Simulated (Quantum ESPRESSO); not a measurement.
# Ga4O4FN: finding a planted mistake in a log

Computed values, not a measurement. The program is pw.x of Quantum ESPRESSO 7.5 (plane-wave density functional theory). The cell is made up: 10 atoms on a corundum lattice, with randomly drawn elements, strain and displacements, not relaxed. PseudoDojo standard norm-conserving files (v0.5 for PBE, v0.4.1 for LDA and PBEsol) set the functional; there is no spin polarisation, spin-orbit coupling or dispersion term, and the masses in the input are unused placeholders.

Intended input:

```
&control calculation='scf', pseudo_dir='./dojo.nc.sr.pbe.v0_5.standard.upf', outdir='./o', disk_io='low', tprnfor=.true., tstress=.true. /
&system ibrav=0, nat=10, ntyp=4, nbnd=50, ecutwfc=84.00895049, nosym=.true., tot_charge=0,
 occupations='smearing', smearing='fd', degauss=0.0018374661
/
&electrons conv_thr=7.350e-09, electron_maxstep=60, /
ATOMIC_SPECIES
F 1.0 F.upf
Ga 1.0 Ga.upf
N 1.0 N.upf
O 1.0 O.upf
CELL_PARAMETERS angstrom
2.5076 1.4478 4.5031
-2.5076 1.4478 4.5031
0.0 -2.8955 4.5031
ATOMIC_POSITIONS angstrom
Ga -0.0086 0.0399 4.8919
Ga 0.0304 -0.1287 1.9905
Ga -0.0498 0.0299 8.6096
Ga -0.087 0.0775 11.3889
O -0.9552 1.3843 7.9346
O -0.7865 -1.6546 7.9468
O 1.8097 0.1148 7.9265
O 1.0483 -1.4557 5.6074
F 0.7233 1.537 5.4824
N -1.6253 -0.0801 5.657
K_POINTS automatic
5 5 5 1 1 1
```

The log is shortened where brackets say so; the opening notice, blank lines, dates and the lines on written files are dropped, and the path of the files is cut. It prints rydbergs, bohrs and kilobars, and counts compression as positive stress. Where no state is partly filled, the Fermi energy that it prints is only some level between the filled and the empty states on the mesh, and need not lie in the true gap.

Log of the intended run:

```
     Program PWSCF v.7.5
     Parallel version (MPI & OpenMP), running on       4 processor cores
     Number of MPI processes:                 4
     Threads/MPI process:                     1
     [start-up lines left out]
     bravais-lattice index     =            0
     lattice parameter (alat)  =      10.1170  a.u.
     unit-cell volume          =     661.9364 (a.u.)^3
     number of atoms/cell      =           10
     number of atomic types    =            4
     number of electrons       =        88.00
     number of Kohn-Sham states=           50
     kinetic-energy cutoff     =      84.0090  Ry
     charge density cutoff     =     336.0358  Ry
     scf convergence threshold =      7.3E-09
     mixing beta               =       0.7000
     number of iterations used =            8  plain     mixing
     Exchange-correlation= PBE
                           (   1   4   3   4   0   0   0)
     [axes and pseudopotential details left out]
   Cartesian axes
     site n.     atom                  positions (alat units)
         1        Ga     tau(   1) = (  -0.0016064   0.0074528   0.9137421  )
         2        Ga     tau(   2) = (   0.0056783  -0.0240395   0.3717990  )
         3        Ga     tau(   3) = (  -0.0093020   0.0055849   1.6081592  )
         4        Ga     tau(   4) = (  -0.0162504   0.0144760   2.1272956  )
         5        O      tau(   5) = (  -0.1784187   0.2585689   1.4820781  )
         6        O      tau(   6) = (  -0.1469078  -0.3090573   1.4843569  )
         7        O      tau(   7) = (   0.3380280   0.0214431   1.4805651  )
         8        O      tau(   8) = (   0.1958085  -0.2719055   1.0473880  )
         9        F      tau(   9) = (   0.1351029   0.2870912   1.0240397  )
        10        N      tau(  10) = (  -0.3035845  -0.0149616   1.0566526  )
     number of k points=    63  Fermi-Dirac smearing, width (Ry)=  0.0018
                       cart. coord. in units 2pi/alat
        k(    1) = (   0.0000000   0.0000000   0.1188892), wk =   0.0320000
        k(    2) = (   0.0000000  -0.2465268   0.1981505), wk =   0.0320000
     [further k points left out]
     Dense  grid:    68917 G-vectors     FFT dimensions: (  60,  60,  60)
     Estimated max dynamical RAM per process >     213.19 MB
     Estimated total dynamical RAM >     802.30 MB
     Initial potential from superposition of free atoms
     starting charge      87.9893, renormalised to      88.0000
     Starting wfcs are   60 randomized atomic wfcs
     total cpu time spent up to now is        7.2 secs
     per-process dynamical memory:   171.8 Mb
     Self-consistent Calculation
     iteration #  1     ecut=    84.01 Ry     beta= 0.70
     Davidson diagonalization with overlap
     ethr =  1.00E-02,  avg # of iterations =  2.7
     total cpu time spent up to now is       22.5 secs
     total energy              =    -813.16159697 Ry
     estimated scf accuracy    <       2.42000055 Ry
     iteration #  2     ecut=    84.01 Ry     beta= 0.70
     Davidson diagonalization with overlap
     ethr =  2.75E-03,  avg # of iterations =  3.0
     total cpu time spent up to now is       37.0 secs
     total energy              =    -813.73672375 Ry
     estimated scf accuracy    <       2.79645226 Ry
     [iterations 3 to 11 left out]
     iteration # 12     ecut=    84.01 Ry     beta= 0.70
     Davidson diagonalization with overlap
     ethr =  9.02E-11,  avg # of iterations =  3.0
     total cpu time spent up to now is      176.1 secs
     total energy              =    -814.29300839 Ry
     estimated scf accuracy    <       0.00000002 Ry
     iteration # 13     ecut=    84.01 Ry     beta= 0.70
     Davidson diagonalization with overlap
     ethr =  2.49E-11,  avg # of iterations =  2.0
     total cpu time spent up to now is      188.7 secs
     End of self-consistent calculation
     [lines on levels left out]
     the Fermi energy is    12.3171 ev
!    total energy              =    -814.29300839 Ry
     estimated scf accuracy    <          1.7E-09 Ry
     smearing contrib. (-TS)   =      -0.00000000 Ry
     internal energy E=F+TS    =    -814.29300839 Ry
     The total energy is F=E-TS. E is the sum of the following terms:
     one-electron contribution =    -228.38775847 Ry
     hartree contribution      =     199.18626590 Ry
     xc contribution           =    -219.22899711 Ry
     ewald contribution        =    -565.86251871 Ry
     convergence has been achieved in  13 iterations
     Forces acting on atoms (cartesian axes, Ry/au):
     atom    1 type  2   force =    -0.03332976   -0.13679511   -0.09919808
     atom    2 type  2   force =     0.05245448    0.05817086    0.04542071
     atom    3 type  2   force =     0.04618000   -0.00260525   -0.00721486
     atom    4 type  2   force =     0.05965190    0.02158771    0.09773063
     atom    5 type  4   force =    -0.03459694    0.11558172   -0.06334405
     atom    6 type  4   force =     0.01678498    0.00801238   -0.05315825
     atom    7 type  4   force =    -0.05192294   -0.02228193   -0.01291829
     atom    8 type  4   force =    -0.04162609   -0.01750301    0.00697073
     atom    9 type  1   force =     0.08389906    0.06257496    0.06525907
     atom   10 type  3   force =    -0.09749469   -0.08674232    0.02045239
     Total force =     0.336865     Total SCF correction =     0.000088
     Computing stress (Cartesian axis) and pressure
          total   stress  (Ry/bohr**3)                   (kbar)     P=      172.48
   0.00103996  -0.00022251   0.00025127          152.98      -32.73       36.96
  -0.00022251   0.00147594   0.00010413          -32.73      217.12       15.32
   0.00025127   0.00010413   0.00100151           36.96       15.32      147.33
     init_run     :      6.82s CPU      7.04s WALL (       1 calls)
     electrons    :    180.48s CPU    181.46s WALL (       1 calls)
     forces       :      1.69s CPU      1.70s WALL (       1 calls)
     stress       :      5.85s CPU      5.85s WALL (       1 calls)
     [timing details left out]
     PWSCF        :   3m15.13s CPU   3m16.42s WALL
     JOB DONE.
```

A second run was made from an input with one planted mistake. Its log:

```
     Program PWSCF v.7.5
     Parallel version (MPI & OpenMP), running on       4 processor cores
     Number of MPI processes:                 4
     Threads/MPI process:                     1
     [start-up lines left out]
     bravais-lattice index     =            0
     lattice parameter (alat)  =      10.1170  a.u.
     unit-cell volume          =     661.9364 (a.u.)^3
     number of atoms/cell      =           10
     number of atomic types    =            4
     number of electrons       =        88.00
     number of Kohn-Sham states=           50
     kinetic-energy cutoff     =      58.1374  Ry
     charge density cutoff     =     232.5497  Ry
     scf convergence threshold =      7.3E-09
     mixing beta               =       0.7000
     number of iterations used =            8  plain     mixing
     Exchange-correlation= PBE
                           (   1   4   3   4   0   0   0)
     [axes and pseudopotential details left out]
   Cartesian axes
     site n.     atom                  positions (alat units)
         1        Ga     tau(   1) = (  -0.0016064   0.0074528   0.9137421  )
         2        Ga     tau(   2) = (   0.0056783  -0.0240395   0.3717990  )
         3        Ga     tau(   3) = (  -0.0093020   0.0055849   1.6081592  )
         4        Ga     tau(   4) = (  -0.0162504   0.0144760   2.1272956  )
         5        O      tau(   5) = (  -0.1784187   0.2585689   1.4820781  )
         6        O      tau(   6) = (  -0.1469078  -0.3090573   1.4843569  )
         7        O      tau(   7) = (   0.3380280   0.0214431   1.4805651  )
         8        O      tau(   8) = (   0.1958085  -0.2719055   1.0473880  )
         9        F      tau(   9) = (   0.1351029   0.2870912   1.0240397  )
        10        N      tau(  10) = (  -0.3035845  -0.0149616   1.0566526  )
     number of k points=    63  Fermi-Dirac smearing, width (Ry)=  0.0018
                       cart. coord. in units 2pi/alat
        k(    1) = (   0.0000000   0.0000000   0.1188892), wk =   0.0320000
        k(    2) = (   0.0000000  -0.2465268   0.1981505), wk =   0.0320000
     [further k points left out]
     Dense  grid:    39623 G-vectors     FFT dimensions: (  50,  50,  50)
     Estimated max dynamical RAM per process >     124.50 MB
     Estimated total dynamical RAM >     468.98 MB
     Check: negative core charge=   -0.000040
     Initial potential from superposition of free atoms
     starting charge      87.9893, renormalised to      88.0000
     Starting wfcs are   60 randomized atomic wfcs
     total cpu time spent up to now is        4.3 secs
     per-process dynamical memory:   102.8 Mb
     Self-consistent Calculation
     iteration #  1     ecut=    58.14 Ry     beta= 0.70
     Davidson diagonalization with overlap
     ethr =  1.00E-02,  avg # of iterations =  2.7
     total cpu time spent up to now is       13.0 secs
     total energy              =    -812.81409076 Ry
     estimated scf accuracy    <       2.38232561 Ry
     iteration #  2     ecut=    58.14 Ry     beta= 0.70
     Davidson diagonalization with overlap
     ethr =  2.71E-03,  avg # of iterations =  3.0
     total cpu time spent up to now is       21.3 secs
     total energy              =    -813.37642205 Ry
     estimated scf accuracy    <       2.75241068 Ry
     [iterations 3 to 11 left out]
     iteration # 12     ecut=    58.14 Ry     beta= 0.70
     Davidson diagonalization with overlap
     ethr =  8.08E-11,  avg # of iterations =  2.9
     total cpu time spent up to now is       99.3 secs
     total energy              =    -813.92642549 Ry
     estimated scf accuracy    <       0.00000002 Ry
     iteration # 13     ecut=    58.14 Ry     beta= 0.70
     Davidson diagonalization with overlap
     ethr =  1.77E-11,  avg # of iterations =  2.0
     total cpu time spent up to now is      106.6 secs
     End of self-consistent calculation
     [lines on levels left out]
     the Fermi energy is    12.3156 ev
!    total energy              =    -813.92642550 Ry
     estimated scf accuracy    <          1.6E-09 Ry
     smearing contrib. (-TS)   =      -0.00000000 Ry
     internal energy E=F+TS    =    -813.92642550 Ry
     The total energy is F=E-TS. E is the sum of the following terms:
     one-electron contribution =    -227.64677565 Ry
     hartree contribution      =     198.61650926 Ry
     xc contribution           =    -219.03364040 Ry
     ewald contribution        =    -565.86251871 Ry
     convergence has been achieved in  13 iterations
     Forces acting on atoms (cartesian axes, Ry/au):
     atom    1 type  2   force =    -0.03257085   -0.13438341   -0.09787128
     atom    2 type  2   force =     0.05288578    0.05838681    0.04498735
     atom    3 type  2   force =     0.04510608    0.00008621   -0.00753934
     atom    4 type  2   force =     0.05957287    0.02022514    0.09714994
     atom    5 type  4   force =    -0.03356071    0.11365840   -0.06180071
     atom    6 type  4   force =     0.01577130    0.00700672   -0.05547464
     atom    7 type  4   force =    -0.05082969   -0.02183419   -0.01240834
     atom    8 type  4   force =    -0.04090343   -0.01790286    0.00848871
     atom    9 type  1   force =     0.08093512    0.06049091    0.06533554
     atom   10 type  3   force =    -0.09640646   -0.08573373    0.01913278
     Total force =     0.332301     Total SCF correction =     0.000100
     Computing stress (Cartesian axis) and pressure
          total   stress  (Ry/bohr**3)                   (kbar)     P=     -572.05
  -0.00401910  -0.00022204   0.00025607         -591.23      -32.66       37.67
  -0.00022204  -0.00358477   0.00009530          -32.66     -527.34       14.02
   0.00025607   0.00009530  -0.00406227           37.67       14.02     -597.58
     init_run     :      3.92s CPU      4.03s WALL (       1 calls)
     electrons    :    101.86s CPU    102.33s WALL (       1 calls)
     forces       :      1.24s CPU      1.26s WALL (       1 calls)
     stress       :      3.57s CPU      3.57s WALL (       1 calls)
     [timing details left out]
     PWSCF        :   1m50.93s CPU   1m51.55s WALL
     JOB DONE.
```

Question: what was wrong in the second input?

Answer: the plane-wave cutoff is too low. The input lines that differ, file-writing options aside:

```
- &system ibrav=0, nat=10, ntyp=4, nbnd=50, ecutwfc=84.00895049, nosym=.true., tot_charge=0,
+ &system ibrav=0, nat=10, ntyp=4, nbnd=50, ecutwfc=58.13742768, nosym=.true., tot_charge=0,
```

|  | intended run | run with the mistake |
| --- | --- | --- |
| free energy (eV) | -11079.021 | -11074.033 |
| smearing term -TS (eV) | 0.0000 | 0.0000 |
| pressure (GPa) | 17.25 | -57.20 |
| largest force component (eV/Å) | 3.517 | 3.455 |
| largest change of a force component (eV/Å) |  | 0.076 |
| iterations | 13 | 13 |

For scale, a rerun of the intended cell at 1437 eV and a 7 x 7 x 7 mesh moved values by no more than 0.004 eV in energy, 0.02 GPa in stress and 0.002 eV/Å in force.